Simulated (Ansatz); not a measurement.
Calculation for bcc Fe (111), 5 layers: DFT, PBE, all-electron LAPW, scalar-relativistic (Ansatz 0.2.0). This run: field of 0.2 V/Å along the normal.

The slab is cut from a bulk crystal relaxed on PAW files (its atoms may have been relaxed since).

Command: `ansatz run input.yaml --threads 3 --pin off --max-ram 9216MiB --backend cpu --events-out ev --progress --plain --runs-dir out` It took 6.3 min on 3 threads of Arm Neoverse N1 (shared host), peak memory 1.2 GiB.

```yaml
crystal:
  lattice:
    - [4.0041382692, 0.0, 0.0]
    - [-2.0020691346, 3.4676854614, 0.0]
    - [0.0, 0.0, 19.2694]
  atoms:
    - { symbol: Fe, position: [0.8333333333, 0.1666666667, 0.4197957769], spin: 2.5 }
    - { symbol: Fe, position: [0.1666666667, 0.8333333333, 0.4611708625], spin: 2.5 }
    - { symbol: Fe, position: [0.5, 0.5, 0.4999999792], spin: 2.5 }
    - { symbol: Fe, position: [0.8333333333, 0.1666666667, 0.5388291586], spin: 2.5 }
    - { symbol: Fe, position: [0.1666666667, 0.8333333333, 0.5802042228], spin: 2.5 }
magnetization:
  spin_polarized: true
kpoints:
  mp_grid: { grid: [11, 11, 1] }
scf:
  occupations: { method: fermi_dirac, width: 0.1 }
hamiltonian:
  xc: pbe
  pseudopotentials: { kind: all_electron, lapw: { basis_error: 0.001 } }
output:
  forces: true
  stress: true
  eigenvalues: true
efield:
  axis: 3
  amplitude: 0.2
  dipole_correction: true
```

Output:

```
LAPW: plane waves up to 9.839 Å⁻¹, error target 1.0e-3 eV per atom; small_component_spin mean_spin; Fe in spheres of 1.147 Å, 16 of its electrons in bands, Dirac shells [] (how accurate: hamiltonian.pseudopotentials.lapw.basis_error, Limitations)
Engine: ansatz 0.2.0
Pseudopotentials: kind: all_electron
Pseudopotential: Fe, LAPW, valence charge 16, lapw/all_electron/scalar/gaussian/Fe, Koelling and Harmon's equation, gaussian nucleus
Functional definition: PBE
  parameter kappa = 0.804
  parameter beta = 0.06672455060314922
  exchange = pbe_x(kappa = kappa, mu = beta*pi^2/3)
  correlation = pbe_c(beta = beta)
Crystal: 5 atoms, lattice volume = 267.557 Å³
Basis set: ecut = 368.8092396601042 eV, 4321 PW (Γ), exchange–correlation at level 2
Bands: 56, of which v1, the nominal top of the filled ones, is band 40 counted from 1 (39 counted from 0)
Symmetry: 6 space group operations
k-points: 16 of 121 (time reversal used)
Non-local potential: Fe, projectors of the file, none
Initial density: superposition of atomic densities (neutral atoms: chi_scale 0, normalization atom, screened)
Starting moments: Σ|m| = 12.5 μB on 5 of 5 sites
Initial wavefunctions: plane waves of lowest kinetic energy (no species holds an atomic orbital)
Functional: x = pbe(κ = 0.804, μ = 0.2195149727645171), c = pbe(β = 0.06672455060314922)
iter 1 solved again at ethr=2.12e-2 eV; its pass at ethr=1.00e-1 eV (dr2=1.70e1 eV) is discarded
SCF iter   1: F=—  HF=-173169.724648 eV  |F-HF|=—  |Δ(HF+E_count)|=         —  Δρ=2.12e-2 (↑1.48e-2 ↓2.12e-2)  dr2=1.71e1  dr2_m=3.19e-1  M=13.089 μB ∫|m|=13.247 μB  β_m=1.00  ethr=2.12e-2  p=0.086 e·Å  D=5.81e-2 V/Å  ΔV_dip=-1.12 eV  dr2_dipole=2.58e-4  V_vac-E_F(+/−)=9.38/7.17 eV  ⟨swp⟩=2.0  Hψ=12373  notcnv=0
Mixer restart at iter 1: flushing history
efield: sawtooth ramp at fractional position 0.9500 (placed from the atoms, in the widest stretch of the axis that holds none; the zero of the levels goes with the place), width 0.1000; the density the first Hamiltonian is built on has a dipole p = 0.086 e·Å; the dipole correction subtracts the counter field D = 5.81e-2 V/Å, which shifts the + side's vacuum level by -1.12 eV against the − side's; the planar-averaged density in the ramp window peaks in size at 3.4e-7 e/Å³
preconditioner: auto → LDOS  [metal: Δε(μ)=0.045 eV  Ē_g=6.493 eV  σ=0.100 eV  W_gap=0.11  n_scr=54 (ndim 8)  ℏωp=14.4 eV  f_vac=0.666  D(μ)=4.22/eV (n_scr^D=10)]
spin=Collinear: LDOS preconditioning applied to the charge; magnetization (m = ρ↑ − ρ↓) channel mixes plain (no charge-response kernel on spin).
SCF iter   2: F=—  HF=-173167.223469 eV  |F-HF|=—  |Δ(HF+E_count)|=    2.50e0  Δρ=9.64e-3 (↑8.68e-3 ↓9.64e-3)  dr2=6.91e0  dr2_m=8.79e-3  M=13.192 μB ∫|m|=13.591 μB  β_m=0.34  ethr=2.12e-2  p=0.088 e·Å  D=5.93e-2 V/Å  ΔV_dip=-1.14 eV  dr2_dipole=1.51e-4  V_vac-E_F(+/−)=7.85/5.66 eV  ⟨swp⟩=2.3  Hψ=5421  notcnv=0
density mixer auto → msr1: a metal under ldos (density of states about μ 2.01 of a free-electron gas's, 54 screened modes)
SCF iter   3: F=—  HF=-173166.168028 eV  |F-HF|=—  |Δ(HF+E_count)|=    1.06e0  Δρ=6.57e-3 (↑6.57e-3 ↓5.49e-3)  dr2=1.71e0  dr2_m=2.34e-2  M=13.230 μB ∫|m|=13.731 μB  β_m=0.67  ethr=8.64e-3  p=0.090 e·Å  D=6.07e-2 V/Å  ΔV_dip=-1.17 eV  dr2_dipole=3.47e-5  V_vac-E_F(+/−)=6.46/4.30 eV  ⟨swp⟩=2.7  Hψ=5446  notcnv=0
iter 4 solved again at ethr=8.57e-5 eV; its pass at ethr=2.14e-3 eV (dr2=6.86e-2 eV) is discarded
SCF iter   4: F=—  HF=-173165.966540 eV  |F-HF|=—  |Δ(HF+E_count)|=   2.01e-1  Δρ=1.60e-3 (↑1.60e-3 ↓1.27e-3)  dr2=6.69e-2  dr2_m=1.25e-3  M=13.264 μB ∫|m|=13.712 μB  β_m=0.73  ethr=8.57e-5  p=0.092 e·Å  D=6.25e-2 V/Å  ΔV_dip=-1.20 eV  dr2_dipole=5.93e-6  V_vac-E_F(+/−)=5.12/2.99 eV  ⟨swp⟩=2.0  Hψ=9092  notcnv=0
SCF iter   5: F=—  HF=-173165.982104 eV  |F-HF|=—  |Δ(HF+E_count)|=         —  Δρ=5.83e-4 (↑5.80e-4 ↓5.83e-4)  dr2=5.73e-3  dr2_m=9.76e-5  M=13.251 μB ∫|m|=13.721 μB  β_m=0.71  ethr=8.36e-5  p=0.094 e·Å  D=6.35e-2 V/Å  ΔV_dip=-1.22 eV  dr2_dipole=8.87e-6  V_vac-E_F(+/−)=4.82/2.71 eV  ⟨swp⟩=3.0  Hψ=5305  notcnv=0
the basis was enlarged: its passes take 3.1 MiB over the memory plan, 3 of 3 planned eigensolver slots
SCF iter   6: F=—  HF=-173165.983160 eV  |F-HF|=—  |Δ(HF+E_count)|=   1.06e-3  Δρ=4.41e-4 (↑4.02e-4 ↓4.41e-4)  dr2=3.01e-3  dr2_m=1.28e-5  M=13.255 μB ∫|m|=13.728 μB  β_m=0.86  ethr=7.17e-6  p=0.094 e·Å  D=6.38e-2 V/Å  ΔV_dip=-1.23 eV  dr2_dipole=1.99e-6  V_vac-E_F(+/−)=4.87/2.77 eV  ⟨swp⟩=2.5  Hψ=4975  notcnv=0
SCF iter   7: F=—  HF=-173165.984722 eV  |F-HF|=—  |Δ(HF+E_count)|=   1.56e-3  Δρ=3.04e-4 (↑2.28e-4 ↓3.04e-4)  dr2=1.51e-3  dr2_m=2.03e-5  M=13.246 μB ∫|m|=13.723 μB  β_m=0.78  ethr=3.76e-6  p=0.095 e·Å  D=6.40e-2 V/Å  ΔV_dip=-1.23 eV  dr2_dipole=1.90e-7  V_vac-E_F(+/−)=4.89/2.79 eV  ⟨swp⟩=2.5  Hψ=4994  notcnv=0
SCF iter   8: F=—  HF=-173165.984748 eV  |F-HF|=—  |Δ(HF+E_count)|=   2.59e-5  Δρ=1.11e-4 (↑1.00e-4 ↓1.11e-4)  dr2=2.48e-4  dr2_m=4.53e-6  M=13.250 μB ∫|m|=13.727 μB  β_m=0.76  ethr=1.89e-6  p=0.095 e·Å  D=6.40e-2 V/Å  ΔV_dip=-1.23 eV  dr2_dipole=4.10e-7  V_vac-E_F(+/−)=4.88/2.78 eV  ⟨swp⟩=3.0  Hψ=5017  notcnv=0
SCF iter   9: F=—  HF=-173165.984772 eV  |F-HF|=—  |Δ(HF+E_count)|=   2.42e-5  Δρ=5.00e-5 (↑5.00e-5 ↓4.26e-5)  dr2=1.55e-5  dr2_m=2.89e-6  M=13.250 μB ∫|m|=13.726 μB  β_m=0.88  ethr=3.10e-7  p=0.095 e·Å  D=6.40e-2 V/Å  ΔV_dip=-1.23 eV  dr2_dipole=1.91e-10  V_vac-E_F(+/−)=4.89/2.79 eV  ⟨swp⟩=3.0  Hψ=5039  notcnv=0
SCF iter  10: F=—  HF=-173165.984804 eV  |F-HF|=—  |Δ(HF+E_count)|=   3.14e-5  Δρ=1.50e-5 (↑1.50e-5 ↓1.11e-5)  dr2=2.31e-6  dr2_m=2.17e-7  M=13.251 μB ∫|m|=13.725 μB  β_m=0.94  ethr=1.94e-8  p=0.095 e·Å  D=6.40e-2 V/Å  ΔV_dip=-1.23 eV  dr2_dipole=2.48e-11  V_vac-E_F(+/−)=4.89/2.80 eV  ⟨swp⟩=3.0  Hψ=5605  notcnv=0
SCF iter  11: F=—  HF=-173165.984804 eV  |F-HF|=—  |Δ(HF+E_count)|=   2.40e-7  Δρ=2.94e-6 (↑2.94e-6 ↓2.64e-6)  dr2=1.01e-7  dr2_m=5.55e-9  M=13.251 μB ∫|m|=13.725 μB  β_m=0.92  ethr=2.89e-9  p=0.095 e·Å  D=6.40e-2 V/Å  ΔV_dip=-1.23 eV  dr2_dipole=2.09e-9  V_vac-E_F(+/−)=4.89/2.80 eV  ⟨swp⟩=2.9  Hψ=5062  notcnv=0
SCF iter  12: F=—  HF=-173165.984804 eV  |F-HF|=—  |Δ(HF+E_count)|=   3.06e-8  Δρ=1.32e-6 (↑9.15e-7 ↓1.32e-6)  dr2=2.18e-8  dr2_m=6.88e-10  M=13.251 μB ∫|m|=13.725 μB  β_m=0.89  ethr=1.27e-10  p=0.095 e·Å  D=6.40e-2 V/Å  ΔV_dip=-1.23 eV  dr2_dipole=1.91e-10  V_vac-E_F(+/−)=4.89/2.80 eV  ⟨swp⟩=3.0  Hψ=5204  notcnv=0
[... lines left out ...]
Spin contamination: 0.2107 ħ² per cell (⟨S²⟩ above its minimum at these occupations)
Per-site moments (μB) at R_I (Å): [(2.8618390082374727, 1.1468506993929968), (2.330305349980966, 1.1468506993929968), (2.556134774120869, 1.1468506993929968), (2.3431675784004327, 1.1468506993929968), (2.86700369018328, 1.1468506993929968)]
Free energy (F): -173165.984804 eV
Harris-Foulkes:  -173165.984804 eV  (|F-HF|=5.57e-8)
Internal energy: -173165.806473 eV  (E = F + TS)
E sigma→0 (E₀):  -173165.895638 eV
Entropy (-TS):   -0.178331 eV (-35.666 meV/atom)
Fermi energy:    0.998745 eV
Dipole field:    D = 0.063998 V/Å  (p = 0.094628 e·Å, saw-weighted, corrected)
Work function:   not extracted (applied field tilts the vacuum); planar V_es + V_field profile in the machine report
Levels:          The Fermi level and band energies are counted from a zero that moves with the ramp; work functions are not
--- Per-component energies (eV) ---
  E_band       = -2451.545060
  E_kinetic    = 175549.867393
  E_xc         = -7611.543501
  E_efield     = -0.015889  (sawtooth field / dipole correction)
  E_electrostatic = -341104.114476  (all electrons and nuclei)
  E_smearing   = -0.178331  (= −TS)
  E_closure    = 0.000000  (closes the sum)
  E_atoms      = -173125.023074  (free atoms, spherical and without spin; not in F)
  Σ components = -173165.984804   (vs F -173165.984804, Δ=0.00e0)
  Basis errors (estimates in eV, not in F): energy 4.3e-4 per atom: plane waves 3.9e-4 (2.3e-4 summed), levels above the bands 6.5e-32, relativity 1.1e-8, radial functions 3.4e-5, core shells 4.8e-8; eigenvalues (radial functions only) 5.2e-7; not estimated: angular momenta, meshes, grids; target (lapw.basis_error) 1.0e-3; muffin-tin radii Fe 1.147 Å
--- Forces (eV/Å), atoms counted from 1 ---
  atom   1  Fe     0.00000000     0.00000000     0.02412238
  atom   2  Fe    -0.00000000    -0.00000000    -0.01470673
  atom   3  Fe    -0.00000000     0.00000000    -0.01148055
  atom   4  Fe     0.00000000     0.00000000    -0.01054457
  atom   5  Fe    -0.00000000    -0.00000000     0.01249077
  max |Σ_I F_I| component: 1.19e-4 eV/Å
--- Stress (GPa, compression-positive) ---
       -0.492207       0.000000       0.000000
        0.000000      -0.492207      -0.000000
        0.000000      -0.000000      -0.007729
  P = ⅓ Tr σ = -0.3307 GPa (-3.307 kbar)
--- Band table (eV; the first three rows and the last of 32) ---
  k-point 0 ↑: bands = ["-87.3371", "-87.3252", "-87.2117", "-86.7965", "-86.7863", "-53.5568", "-53.5423", "-53.3552", "-53.3552", "-53.3418", "-53.3418", "-53.3095", "-53.3095", "-53.2145", "-52.8837", "-52.8497", "-52.8461", "-52.8461", "-52.7812", "-52.7812", "-6.2341", "-3.4608", "-3.4608", "-3.1494", "-2.3947", "-2.3947", "-2.1929", "-2.1645", "-2.0025", "-2.0025", "-1.7747", "-1.7747", "-1.4515", "-1.4515", "-1.2914", "-0.5253", "-0.5253", "-0.5026", "-0.5026", "-0.2405", "-0.1173", "-0.1173", "-0.0339", "0.2151", "0.2151", "0.8088", "0.8088", "1.6020", "3.9785", "4.6855", "5.8065", "6.2131", "8.0574", "8.0574", "8.3916", "8.5884"]
  k-point 1 ↑: bands = ["-87.3369", "-87.3251", "-87.2115", "-86.7968", "-86.7865", "-53.5572", "-53.5429", "-53.3611", "-53.3595", "-53.3424", "-53.3419", "-53.3046", "-53.3026", "-53.2155", "-52.8824", "-52.8534", "-52.8441", "-52.8398", "-52.7858", "-52.7818", "-6.1272", "-3.4504", "-3.4167", "-3.1224", "-2.5015", "-2.4040", "-2.2140", "-2.1602", "-1.9842", "-1.9697", "-1.7578", "-1.7508", "-1.4404", "-1.3737", "-1.2269", "-0.6367", "-0.5857", "-0.4831", "-0.4242", "-0.1667", "-0.1547", "-0.0911", "-0.0218", "0.2061", "0.2219", "0.7243", "0.7887", "1.6724", "4.0687", "4.7749", "5.9034", "6.2973", "6.7168", "7.0801", "8.4346", "8.6038"]
  k-point 2 ↑: bands = ["-87.3365", "-87.3249", "-87.2110", "-86.7974", "-86.7871", "-53.5587", "-53.5444", "-53.3735", "-53.3648", "-53.3435", "-53.3418", "-53.2950", "-53.2910", "-53.2175", "-52.8792", "-52.8553", "-52.8382", "-52.8308", "-52.7982", "-52.7835", "-5.8145", "-3.4290", "-3.2889", "-3.0615", "-2.6550", "-2.4126", "-2.3158", "-2.1397", "-1.9717", "-1.9040", "-1.7319", "-1.7191", "-1.3982", "-1.2134", "-1.0027", "-0.7801", "-0.6486", "-0.5049", "-0.3227", "-0.2280", "-0.1215", "-0.0084", "0.0541", "0.1845", "0.2332", "0.5256", "0.7351", "1.9011", "4.3364", "4.9443", "5.0425", "5.8836", "6.1846", "6.5244", "7.1727", "8.6165"]
  k-point 15 ↓: bands = ["-84.2199", "-84.0890", "-84.0810", "-84.0442", "-84.0374", "-50.5125", "-50.5033", "-50.3660", "-50.3562", "-50.3289", "-50.3212", "-50.1991", "-50.1948", "-50.1903", "-50.1573", "-50.1374", "-50.0802", "-50.0780", "-50.0286", "-50.0244", "-2.7874", "-2.7331", "-2.2355", "-1.1929", "-0.9403", "-0.6125", "-0.0631", "0.0278", "0.0821", "0.3708", "0.4674", "0.5828", "0.7000", "1.0199", "1.2100", "1.7275", "1.9519", "1.9693", "2.1961", "2.3753", "2.4144", "2.4912", "2.7138", "2.8072", "3.0253", "3.2262", "3.2695", "3.2754", "4.4813", "4.5151", "5.4146", "5.6479", "6.2710", "7.6646", "8.0207", "8.2225"]
```

The magnetic state is the one reached from the start moments; other orders weren't searched.
